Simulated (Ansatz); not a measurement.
## Property card for Rb$_{2}$Te$_{2}$Pt

Rb$_{2}$Te$_{2}$Pt:
```xyz
5
Lattice="-2.0096 4.0882 5.3836 2.0096 -4.0882 5.3836 2.0096 4.0882 -5.3836" Properties=species:S:1:pos:R:3 pbc="T T T"
Rb     0.0000     4.0882     2.1800
Rb     2.0096     0.0000     3.2036
Te     2.0096     1.7442     0.0000
Te     0.0000     2.3440     5.3836
Pt     0.0000     0.0000     0.0000
```

Space group Immm (No. 71); conventional cell a = 4.019 Å, b = 8.176 Å, c = 10.767 Å, α = β = γ = 90.00°.

Method: r²SCAN (plane waves, PAW; program Ansatz). Geometry: relaxed at this level of theory. Other levels are named where they apply.

### Cell and energy

- Volume per atom = 35.38 Å³
- Density = 5.83 g/cm³
- Formation energy from the elements (no fitted shifts) = -0.96 eV/atom

### Electronic structure

Band gap: 1.17 eV (indirect)
Valence-band maximum: at R (k = 0.000, 0.500, 0.000 in fractions of the reciprocal vectors)
Conduction-band minimum: off the standard path, at k = (-0.122, 0.120, -0.380) in fractions of the reciprocal vectors
Smallest direct gap on the standard path: 1.67 eV
Electron effective mass: 0.26, 0.39, 3.0 mₑ (principal values)

### Charges

- Bader charges: Rb +0.78, Te -0.52, Pt -0.52 e

The first step of the workflow began from a Materials Project structure, measured or hypothetical; the Crystallography Open Database copy checked does not list it. Its standing as an ambient phase is unchecked. The cell was relaxed with r²SCAN under the symmetry of its start; whether a distortion lowers the energy is not shown. No spin polarisation was allowed. The references are the lowest solids computed at this level, not always the standard phases. Spin–orbit coupling is left out wherever it is not named.

Potentials: the later of the program's two PAW sets.
